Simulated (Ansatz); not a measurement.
LaTiO₃ (cubic perovskite, Pm-3m) at seven volumes, DFT-r²SCAN in the program Ansatz with PAW potentials, scaled uniformly. One row is withheld.

```json
[
 {"V (Å³/atom)": "11.073", "P (GPa)": "23.10"},
 {"V (Å³/atom)": "11.438", "P (GPa)": "14.12"},
 {"V (Å³/atom)": "11.803", "P (GPa)": "?"},
 {"V (Å³/atom)": "12.168", "P (GPa)": "0.00"},
 {"V (Å³/atom)": "12.533", "P (GPa)": "-5.51"},
 {"V (Å³/atom)": "12.898", "P (GPa)": "-10.21"},
 {"V (Å³/atom)": "13.263", "P (GPa)": "-14.20"}
]
```

Fit the shown pressures and predict the withheld one.

Third-order Birch–Murnaghan: P = (3/2)B₀(x^(7/2) − x^(5/2))[1 + (3/4)(B′ − 4)(x − 1)] with x = (V₀/V)^(2/3). Least squares on the six rows gives V₀ = 12.168 Å³/atom, B₀ = 199.1 GPa, B′ = 4.39. At V = 11.803, x = 1.0205 and P = 6.48 GPa. The run itself gave 6.49 GPa.

The workflow started from an entry of the Crystallography Open Database (COD), which files this formula under 2 space groups. Its standing as an ambient phase is unchecked. Symmetry was held in the r²SCAN relaxation; whether a distortion lowers the energy is not shown. No spin polarisation was allowed. Spin–orbit coupling is left out wherever it is not named.

Potentials: the later of the program's two PAW sets.
